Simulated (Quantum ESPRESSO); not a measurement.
# Planted mistakes on one cell of Al3SiNO5

These are calculations, not measurements. They come from pw.x of Quantum ESPRESSO 7.5, a plane-wave density functional program, with PseudoDojo standard norm-conserving files (v0.5 for PBE, v0.4.1 for LDA and PBEsol). The cells are made up: elements, strain and atom displacements were drawn at random, and nothing was relaxed. There is no spin polarisation, spin-orbit coupling or dispersion term.

The cell has 10 sites of a corundum lattice. Sites 1 to 4 hold Al Si Al Al; sites 5 to 10 hold N O O O O O. Cell vectors in Å: (2.438, 1.457, 4.552); (-2.384, 1.514, 4.505); (0.076, -2.826, 4.482). Settings: PBE, cutoff 1143 eV, 5 x 5 x 5 k mesh shifted by half a step, Fermi-Dirac smearing of 0.025 eV.

The intended run has a self-consistency threshold of 1e-07 eV, a smearing term of 0.000 eV, a pressure of -14.06 GPa and 12 iterations. Each further run changes one thing: all lengths scaled by 1.0077; atoms of sites 2 and 4 exchanged; k mesh 2 x 2 x 2; one electron added; smearing 0.87 eV; threshold 0.7 eV. A coarse mesh keeps the shift, and a charged cell sits in a uniform background.

```
run  change of free energy (eV)  smearing term -TS (eV)  change of P (GPa)  largest change of a force component (eV/Å)  iterations
  A                      12.116                  -0.008              37.27                                       2.809          12
  B                      -0.578                   0.000              -1.34                                       2.200          13
  C                       0.022                   0.000               0.17                                       0.185           4
  D                       0.023                   0.000               0.01                                       0.035          12
  E                       0.217                   0.000              -3.71                                       0.137          13
  F                      -0.539                  -1.905               4.30                                       0.751          11
```

A rerun of the intended cell at 1437 eV and k mesh 7 x 7 x 7 moved values by no more than 0.003 eV in the cell's energy, 0.03 GPa in stress and 0.002 eV/Å in force.

Question: which change belongs to which run?

## Worked reading

Run C has the fewest iterations, as a run stopped early does. Run F has the largest smearing term, as wide smearing gives. Run E changes the volume by a factor of 1.0233; minus its pressure change over the logarithm of that factor, 161 GPa, is a rough bulk modulus with clamped atoms. Energies from files of another functional, or of a charged cell, have another zero and say nothing on stability; the pressure of a charged cell rests on the program's zero of potential too.

## Key

```
run                            change
  A                one electron added
  B  atoms of sites 2 and 4 exchanged
  C                  threshold 0.7 eV
  D                  k mesh 2 x 2 x 2
  E      all lengths scaled by 1.0077
  F                  smearing 0.87 eV
```